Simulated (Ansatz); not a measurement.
Relaxed-ion elastic tensor of GaBi (rock salt, Fm-3m) in GPa (Voigt order), PBEsol (plane waves, PAW; program Ansatz); density 9.08 g/cm³, 25.49 Å³ per atom.

```
 119  25.2  25.2   0.0   0.0   0.0
25.2   119  25.2   0.0   0.0   0.0
25.2  25.2   119   0.0   0.0   0.0
 0.0   0.0   0.0   3.7   0.0   0.0
 0.0   0.0   0.0   0.0   3.7   0.0
 0.0   0.0   0.0   0.0   0.0   3.7
```

Problem. Is the crystal mechanically stable?

Solution. Yes: the smallest eigenvalue of C is 3.7 GPa.

Problem. Work out the Voigt and Reuss bounds. Is their mean of use?

Solution. K_V = 56.3, K_R = 56.3; G_V = 20.9, G_R = 5.9 GPa. The bounds lie so far apart that a Hill average or a Debye temperature from it would say little.

The cell is a constructed one: a structure type filled with these elements; neither database checked (COD, Materials Project) lists it. Its standing as an ambient phase is unchecked. The PBEsol relaxation kept the symmetry of its start; of distortions, only those at the zone centre were tested. As this level gives no gap, shear constants depend on the k-mesh and smearing (Fermi–Dirac, 0.1 eV here). Spin–orbit coupling is left out wherever it is not named.

Potentials: the later of the program's two PAW sets.
